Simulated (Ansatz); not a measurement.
Input file for Ansatz (a program for electronic structure):

Ansatz 0.2 input:
```yaml
crystal:
  lattice:
    - [4.3712079211, 2.7898383894, 0.0]
    - [-4.3712079211, 2.7898383894, 0.0]
    - [-2.4176301401, 0.0, 4.4083197067]
  atoms:
    - { symbol: B, position: [0.491748698, 0.508251302, 0.8383398934] }
    - { symbol: B, position: [0.5020092566, 0.1761405055, 0.4839752853] }
    - { symbol: B, position: [0.8238594945, 0.4979907434, 0.4839752853] }
    - { symbol: B, position: [0.4940809488, 0.8309134112, 0.5054367489] }
    - { symbol: B, position: [0.1690865888, 0.5059190513, 0.5054367489] }
    - { symbol: B, position: [0.3070461523, 0.6929538477, 0.1808426568] }
    - { symbol: B, position: [0.6895996881, 0.3104003119, 0.8119275021] }
    - { symbol: B, position: [0.3028710142, 0.1881642299, 0.6950563103] }
    - { symbol: B, position: [0.8118357701, 0.6971289858, 0.6950563103] }
    - { symbol: B, position: [0.6961898213, 0.8174984376, 0.2988075867] }
    - { symbol: B, position: [0.1825015624, 0.3038101787, 0.2988075867] }
    - { symbol: B, position: [0.0003951166, 0.9996048834, 0.9878830428] }
    - { symbol: C, position: [0.503314214, 0.496685786, 0.1756344045] }
    - { symbol: C, position: [0.1255991349, 0.8744008651, 0.8812953344] }
    - { symbol: C, position: [0.8785125394, 0.1214874606, 0.1036053036] }
kpoints:
  mp_grid: { grid: [6, 6, 6] }
hamiltonian:
  xc: pbesol
  pseudopotentials: { azcp: { folder: ./paw }, kind: paw }
scf:
  occupations: { method: fixed }
elastic: { mode: relaxed_ion, stencil: two_point, amplitude: 0.005, f_tol: 0.0005 }
output: { polarization: {} }
```

Output (shortened):

```
Pseudopotential: B, paw, valence charge 3
Pseudopotential: C, paw, valence charge 4
Functional definition: PBEsol
Crystal: 15 atoms, lattice volume = 107.519 Å³
Basis set: ecut = 420 eV, 2125 PW (Γ), exchange–correlation on 72×72×72 points (8 copies of the dense FFT grid, shifted against one another)
Bands: 39, of which v1, the nominal top of the filled ones, is band 24 counted from 1 (23 counted from 0)
Symmetry: 2 space group operations
Space group: Cm (ITA 8), of the structure as read, at distance tolerance 4.8e-5 Å
k-points: 68 of 216 (time reversal used)
SCF 1 converged in 14 iterations: F = -2573.664591 eV  dr2 = 4.79e-15
relax step   1: F+E_penalty+E_count = -2573.66459101 eV  Δ(F+E_penalty+E_count) = +0.000e0 eV  max|allowed force component| = 8.251e-4 eV/Å  Δτ_max = 0.0000 Å  (14 SCF iters, accepted)
Crystal: 15 atoms, lattice volume = 107.519 Å³
SCF 2 converged in 7 iterations: F = -2573.664591 eV  dr2 = 3.66e-14
relax step   2: F+E_penalty+E_count = -2573.66459103 eV  Δ(F+E_penalty+E_count) = -2.389e-8 eV  max|allowed force component| = 3.208e-4 eV/Å  Δτ_max = 0.0000 Å  (7 SCF iters, accepted)
Crystal: 15 atoms, lattice volume = 107.519 Å³
SCF 3 converged in 10 iterations: F = -2573.664591 eV  dr2 = 6.02e-17
Crystal: 15 atoms, lattice volume = 106.981 Å³
SCF 4 converged in 11 iterations: F = -2573.658919 eV  dr2 = 1.57e-14
relax step   1: F+E_penalty+E_count = -2573.65891867 eV  Δ(F+E_penalty+E_count) = +0.000e0 eV  max|allowed force component| = 1.704e-1 eV/Å  Δτ_max = 0.0000 Å  (11 SCF iters, accepted)
Crystal: 15 atoms, lattice volume = 106.981 Å³
SCF 5 converged in 9 iterations: F = -2573.660099 eV  dr2 = 3.25e-14
relax step   2: F+E_penalty+E_count = -2573.66009908 eV  Δ(F+E_penalty+E_count) = -1.180e-3 eV  max|allowed force component| = 5.928e-2 eV/Å  Δτ_max = 0.0032 Å  (9 SCF iters, accepted)
Crystal: 15 atoms, lattice volume = 106.981 Å³
SCF 6 converged in 9 iterations: F = -2573.660443 eV  dr2 = 2.74e-14
relax step   3: F+E_penalty+E_count = -2573.66044274 eV  Δ(F+E_penalty+E_count) = -3.437e-4 eV  max|allowed force component| = 1.192e-2 eV/Å  Δτ_max = 0.0024 Å  (9 SCF iters, accepted)
Crystal: 15 atoms, lattice volume = 106.981 Å³
SCF 7 converged in 8 iterations: F = -2573.660454 eV  dr2 = 1.24e-14
relax step   4: F+E_penalty+E_count = -2573.66045354 eV  Δ(F+E_penalty+E_count) = -1.080e-5 eV  max|allowed force component| = 4.916e-3 eV/Å  Δτ_max = 0.0004 Å  (8 SCF iters, accepted)
Crystal: 15 atoms, lattice volume = 106.981 Å³
SCF 8 converged in 8 iterations: F = -2573.660455 eV  dr2 = 1.58e-14
relax step   5: F+E_penalty+E_count = -2573.66045474 eV  Δ(F+E_penalty+E_count) = -1.198e-6 eV  max|allowed force component| = 2.241e-3 eV/Å  Δτ_max = 0.0005 Å  (8 SCF iters, accepted)
Crystal: 15 atoms, lattice volume = 106.981 Å³
SCF 9 converged in 7 iterations: F = -2573.660455 eV  dr2 = 8.23e-14
relax step   6: F+E_penalty+E_count = -2573.66045548 eV  Δ(F+E_penalty+E_count) = -7.432e-7 eV  max|allowed force component| = 3.180e-4 eV/Å  Δτ_max = 0.0004 Å  (7 SCF iters, accepted)
Crystal: 15 atoms, lattice volume = 106.981 Å³
SCF 10 converged in 5 iterations: F = -2573.660455 eV  dr2 = 6.37e-14
Crystal: 15 atoms, lattice volume = 108.056 Å³
Basis set: ecut = 420 eV, 2131 PW (Γ), exchange–correlation on 72×72×72 points (8 copies of the dense FFT grid, shifted against one another)
SCF 11 converged in 11 iterations: F = -2573.658964 eV  dr2 = 1.80e-14
[...]
  E_xc         = -535.737616
  E_vxc        = -640.905980  (∫ρ·V_xc dr)
  E_paw        = -1189.087444  (= ΣΔE_a)
  E_vpaw       = -55.125209  (= ΣTr[D̂ρ^β])
  E_aug_tail   = 0.000133  (compensation charges beyond the density's cutoff)
  E_ewald      = -1460.880810
  E_core_change = 0.239832  (= ΣΔE_core)
  E_smearing   =  0.000000  (= −TS)
  E_closure    =  0.000000  (closes the sum)
  Σ components = -2573.664591   (vs F -2573.664591, Δ=0.00e0)
--- Forces (eV/Å), atoms counted from 1 ---
  atom   1  B      0.00004445     0.00000000    -0.00007291
  atom   2  B     -0.00008783     0.00000266    -0.00003326
  atom   3  B     -0.00008783    -0.00000266    -0.00003326
  atom   4  B     -0.00000511    -0.00003148     0.00008694
  atom   5  B     -0.00000511     0.00003148     0.00008694
  atom   6  B      0.00000005     0.00000000     0.00001265
  atom   7  B      0.00003027     0.00000000     0.00002821
  atom   8  B      0.00005251    -0.00000581    -0.00001964
  atom   9  B      0.00005251     0.00000581    -0.00001964
  atom  10  B     -0.00000428    -0.00002536    -0.00000855
  atom  11  B     -0.00000428     0.00002536    -0.00000855
  atom  12  B      0.00018396     0.00000000     0.00004153
  atom  13  C      0.00031078     0.00000000     0.00012074
  atom  14  C     -0.00015931     0.00000000     0.00004863
  atom  15  C     -0.00032076     0.00000000    -0.00022984
  max |Σ_I F_I| component: 8.13e-9 eV/Å
--- Stress (GPa, compression-positive) ---
       -0.006329       0.000000       0.003060
        0.000000       0.003502       0.000000
        0.003061       0.000000       0.001915
  P = ⅓ Tr σ = -0.0003 GPa (-0.003 kbar)
--- Band table (eV; the first three rows and the last of 68) ---
  k-point 0: bands = ["-7.9146", "-4.7288", "-3.7438", "-2.7440", "-2.1285", "-1.6921", "-0.3180", "0.4045", "0.7971", "1.4706", "1.5197", "2.4008", "2.5550", "2.6645", "2.8530", "5.1518", "5.5976", "6.0556", "6.5363", "6.7735", "7.2785", "7.3062", "7.5771", …
  k-point 1: bands = ["-7.7960", "-4.9576", "-3.8566", "-2.9484", "-2.1436", "-1.6956", "0.1254", "0.6171", "0.9350", "1.0003", "1.5071", "1.8819", "3.3086", "3.3602", "3.5778", "4.6277", "5.1488", "5.9126", "6.3518", "6.7141", "7.1101", "7.2926", "7.4294", …
  k-point 2: bands = ["-7.4828", "-5.5371", "-3.9988", "-3.2218", "-2.1573", "-1.5789", "0.1542", "0.2863", "1.3537", "1.3877", "1.9366", "2.7272", "3.0394", "3.8196", "4.2134", "4.8111", "4.8863", "5.6694", "5.8338", "6.0503", "6.7970", "7.2087", "7.2211", …
  k-point 67: bands = ["-7.2554", "-5.3900", "-4.2253", "-3.3923", "-2.3547", "-2.1619", "-0.6242", "-0.3680", "1.3703", "2.1952", "2.5110", "3.1445", "3.4619", "4.5481", "4.5981", "5.3284", "5.4072", "5.5921", "6.0612", "6.7286", "7.0852", "7.2340", …
--- Elastic constants: 6 strain directions × 2 members + reference (group order 2) ---
  dense FFT box of the reference and of every strained cell: 36×36×36
  strains applied: 11, 22, 33, 23, 13, 12; error gains …
  reference relaxed by the batch: 2 steps …
  largest displacement 2.1e-5 Å; the constants are those of the deck's cell at these positions:
  atoms:
    - { symbol: B, position: [0.4917494842110225, 0.5082505157889774, 0.8383397698310349] }
    - { symbol: B, position: [0.5020088016093878, 0.17614007035468776, 0.48397498623747337] }
    - { symbol: B, position: [0.8238599296453122, 0.4979911983906122, 0.48397498623747337] }
    - { symbol: B, position: [0.4940815297443901, 0.8309127107394283, 0.5054379552723228] }
    - { symbol: B, position: [0.16908728926057165, 0.5059184702556099, 0.5054379552723228] }
    - { symbol: B, position: [0.3070468401074971, 0.6929531598925027, 0.18084334901688687] }
    - { symbol: B, position: [0.6895988762349853, 0.3104011237650146, 0.8119251828077633] }
    - { symbol: B, position: [0.30287053774787615, 0.18816310157590882, 0.6950561281631283] }
    - { symbol: B, position: [0.8118368984240912, 0.6971294622521239, 0.6950561281631283] }
    - { symbol: B, position: [0.6961896387674716, 0.8174985406637861, 0.29880695758820436] }
    - { symbol: B, position: [0.18250145933621367, 0.30381036123252814, 0.29880695758820436] }
    - { symbol: B, position: [0.00039445446418684416, 0.999605545535813, 0.9878837753696443] }
    - { symbol: C, position: [0.5033158918539912, 0.4966841081460087, 0.17563497072675488] }
    - { symbol: C, position: [0.12559859765324505, 0.8744014023467549, 0.8812976094557513] }
    - { symbol: C, position: [0.8785097708897565, 0.12149022911024347, 0.10360328826990581] }
  C = ∂σ_k/∂η_j (tension-positive GPa; Voigt order 11 22 33 23 13 12):
       499.023    107.532     99.028      0.000    -33.964      0.000
       107.571    545.358     96.771      0.000     56.023      0.000
        99.003     96.734    558.655      0.000     35.425      0.000
         0.000      0.000      0.000    198.907      0.000     36.532
       -33.948     56.043     35.422      0.000    190.160      0.000
         0.000      0.000      0.000     36.525      0.000    184.432
  reference stress σ⁰ (GPa):      0.006     -0.004     -0.002      0.000     -0.003      0.000
  moduli (Voigt/Reuss/Hill, GPa): K = 245.52/243.48/244.50   G = 201.35/192.18/196.76   E = 465.44   ν = 0.183
  mechanically stable: yes (min eigenvalue of sym C = 154.43 GPa)
  e, the proper piezoelectric tensor (elastic.mode: relaxed_ion; C/m²; rows x y z; Voigt order 11 22 33 23 13 12):
       0.06892   -0.06094   -0.02134    0.00000    0.06658    0.00000
       0.00000    0.00000    0.00000    0.27589    0.00000   -0.23281
      -0.02552    0.16230    0.07658    0.00000   -0.14089    0.00000
  ±, each entry's uncertainty from the finite density of the strings (C/m²), an estimate: the size of the correction for it that the entry includes:
       0.00036    0.00135    0.00080    0.00000    0.00013    0.00000
       0.00000    0.00000    0.00000    0.00081    0.00000    0.00044
       0.00051    0.00055    0.00071    0.00000    0.00048    0.00000
  strain η (Voigt 11):  stress-route row diagonal C_11 = 499.02 GPa, energy-path curvature d²(F+E_count+ΔE)/dδ²/Ω₀ = 498.85 GPa
         δ    σ_11 (GPa)             F (eV)   n_scf  n_hpsi   n_pw
    -5.000e-3      -2.5084       -2573.6604555       5   28238   2125   relax 6 steps, max|allowed force component| 3.18e-4 eV/Å
     5.000e-3       2.4819       -2573.6604302       6   28480   2131   relax 6 steps, max|allowed force component| 3.54e-4 eV/Å
  strain η (Voigt 22):  stress-route row diagonal C_22 = 545.36 GPa, energy-path curvature d²(F+E_count+ΔE)/dδ²/Ω₀ = 545.31 GPa
         δ    σ_22 (GPa)             F (eV)   n_scf  n_hpsi   n_pw
    -5.000e-3      -2.7507       -2573.6600302       5   28198   2117   relax 6 steps, max|allowed force component| 2.71e-4 eV/Å
     5.000e-3       2.7029       -2573.6600711       6   29696   2133   relax 6 steps, max|allowed force component| 2.35e-4 eV/Å
  strain η (Voigt 33):  stress-route row diagonal C_33 = 558.65 GPa, energy-path curvature d²(F+E_count+ΔE)/dδ²/Ω₀ = 558.68 GPa
         δ    σ_33 (GPa)             F (eV)   n_scf  n_hpsi   n_pw
    -5.000e-3      -2.8239       -2573.6598361       6   27915   2115   relax 6 steps, max|allowed force component| 2.64e-4 eV/Å
     5.000e-3       2.7626       -2573.6599023       6   28801   2139   relax 6 steps, max|allowed force component| 1.81e-4 eV/Å
  strain η (Voigt 23):  stress-route row diagonal C_44 = 198.91 GPa, energy-path curvature d²(F+E_count+ΔE)/dδ²/Ω₀ = 198.88 GPa
         δ    σ_23 (GPa)             F (eV)   n_scf  n_hpsi   n_pw
    -5.000e-3      -0.9945       -2573.6629116       6   48451   2125   relax 6 steps, max|allowed force component| 2.79e-4 eV/Å
     5.000e-3       0.9945       -2573.6629116       6   48426   2125   relax 6 steps, max|allowed force component| 2.79e-4 eV/Å
  strain η (Voigt 13):  stress-route row diagonal C_55 = 190.16 GPa, energy-path curvature d²(F+E_count+ΔE)/dδ²/Ω₀ = 190.18 GPa
         δ    σ_13 (GPa)             F (eV)   n_scf  n_hpsi   n_pw
    -5.000e-3      -0.9521       -2573.6629545       6   29946   2135   relax 6 steps, max|allowed force component| 2.33e-4 eV/Å
     5.000e-3       0.9495       -2573.6629576       6   29480   2125   relax 6 steps, max|allowed force component| 2.50e-4 eV/Å
  strain η (Voigt 12):  stress-route row diagonal C_66 = 184.43 GPa, energy-path curvature d²(F+E_count+ΔE)/dδ²/Ω₀ = 184.37 GPa
         δ    σ_12 (GPa)             F (eV)   n_scf  n_hpsi   n_pw
    -5.000e-3      -0.9222       -2573.6630781       6   47030   2125   relax 6 steps, max|allowed force component| 1.37e-4 eV/Å
     5.000e-3       0.9222       -2573.6630781       6   47050   2125   relax 6 steps, max|allowed force component| 1.37e-4 eV/Å
--- Formal polarisation (Berry phase): one branch of a lattice of values; only differences between neighbouring runs are physical ---
  axis  mesh            electronic          ionic      p = total  spread (rad)  least overlap  resolved gap  δp at fixed H ≤   (phases in cycles; p mod 1 …
  b1    6×6×6          -0.94474344    22.44337426    21.49863083      0.022703         0.9265        3.0153           5.7e-6
  b2    6×6×6           0.94474344    25.55662574    26.50136918      0.022703         0.9265        3.0153           5.7e-6
  b3    6×6×6          -0.75907331    24.99877587    24.23970256      0.083737         0.9280        3.0153           6.0e-6
  quantum along a1:   0.04822998 e/Å² =    77.272953 µC/cm²
  quantum along a2:   0.04822998 e/Å² =    77.272953 µC/cm²
  quantum along a3:   0.04676163 e/Å² =    74.920391 µC/cm²
  P = ( -0.74843466,   1.24547982,   0.99384070) e/Å² = (-1199.124527,  1995.478658,  1592.308354) µC/cm²  (mod the quanta)
```

Cost: very roughly 40 core-minutes on shared cores.

The first step of the workflow began from a Materials Project structure, measured or hypothetical; the Crystallography Open Database copy checked does not list it. Its standing as an ambient phase is unchecked. Symmetry was held in the PBEsol relaxation; its stability against distortions is not shown here.

Potentials: the earlier of the program's two PAW sets. The files were generated under PBE; for other functionals the program regenerates the frozen cores, and for LDA and PBEsol the local potential too.

Ansatz is a plane-wave DFT program.
